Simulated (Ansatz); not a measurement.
Total density of states per atom from plane-wave PAW LDA (Ansatz code), in 0.25 eV bins, energy from the valence-band maximum:

```csv
E (eV),states/eV/atom
-7.85,0.00
-7.60,0.00
-7.35,0.00
-7.10,0.00
-6.85,0.46
-6.60,0.88
-6.35,0.51
-6.10,0.35
-5.85,0.20
-5.60,0.12
-5.35,0.10
-5.10,0.04
-4.85,0.00
-4.60,0.06
-4.35,0.65
-4.10,0.99
-3.85,0.94
-3.60,0.80
-3.35,0.98
-3.10,0.76
-2.85,0.86
-2.60,0.83
-2.35,0.90
-2.10,1.08
-1.85,1.77
-1.60,1.65
-1.35,1.09
-1.10,0.04
-0.85,0.21
-0.60,0.99
-0.35,1.23
-0.10,0.18
0.15,0.00
0.40,0.00
0.65,0.00
0.90,0.00
1.15,0.00
1.40,0.00
1.65,0.00
1.90,0.00
2.15,0.00
2.40,0.00
2.65,0.00
2.90,0.06
3.15,0.58
3.40,0.64
3.65,0.70
3.90,1.10
4.15,0.91
4.40,1.02
4.65,1.05
4.90,0.78
5.15,0.73
5.40,0.37
5.65,0.07
5.90,0.00
6.15,0.00
6.40,0.00
6.65,0.04
6.90,0.08
7.15,0.10
7.40,0.16
7.65,0.32
```

Problem. Pick the material that matches.
(A) BP, Pnma (B on 4c, P on 4c)
(B) SnS2, P6_3mc (Sn on 2b, S on 2b, S on 2a)
(C) MgB2, P6/mmm (Mg on 1a, B on 2d)
(D) SnCl2, Pnma (Sn on 4c, Cl on 4c, Cl on 4c)

Solution. D, SnCl2, Pnma (Sn on 4c, Cl on 4c, Cl on 4c). Top 1 eV of the valence band: Cl 3p 66 %, Sn 5s 28 %. Bottom 1 eV of the conduction band: Sn 5p 73 %, Cl 3p 14 %, Cl 3s 6 %, outside the projected shells 6 %. Projections are on Löwdin-orthogonalised atomic valence shells; empty p or d shells of many metals are not among them.

The workflow started from a Materials Project entry (that database holds measured and hypothetical structures alike); the Crystallography Open Database files this formula in space group No. 62, but the cells were not matched. Whether it is the stable phase at ambient conditions was not checked. The cell was relaxed with LDA under the symmetry of its start; phonons on a q-mesh show no instability. A crystal of weakly bound chains computed without a dispersion correction: the cell and the soft elastic constants depend strongly on that. Scalar-relativistic: spin–orbit coupling is off unless named, which matters more the heavier the elements.

Potentials: the later of the program's two PAW sets.
